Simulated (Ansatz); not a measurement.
Phonons of a relaxed structure of CaO by density-functional perturbation theory (low response-accuracy setting, no LO–TO term) at Γ and zone-boundary points with q components 0 or ½ of the primitive reciprocal vectors. These are r2SCAN (plane waves to 500 eV, PAW, scalar-relativistic; Ansatz, an electronic-structure program) values and carry that method's errors. Γ-centred k-mesh 10×10×10, Fermi–Dirac smearing 0.05 eV.

```xyz
2
Lattice="0.0000 2.3975 2.3975 2.3975 0.0000 2.3975 2.3975 2.3975 0.0000" Properties=species:S:1:pos:R:3 pbc="T T T"
O      0.0000     0.0000     0.0000
Ca     2.3975     2.3975     2.3975
```

Space group Fm-3m (No. 225), rock salt type.

```tsv
q	wavenumbers (cm⁻¹; i marks imaginary)
Γ	0 (×3), 284 (×3)
L (½, 0, 0)	182 (×2), 313 (×2), 377, 482
X (½, ½, 0)	204 (×2), 299, 308 (×2), 398
```

**Question.** What do these wavenumbers say about the structure?

**Answer.** No instability shows at these points (nothing beyond 15i cm⁻¹, the threshold used here). Other wavevectors were not sampled, so this does not prove stability.

No spin polarisation in the result.
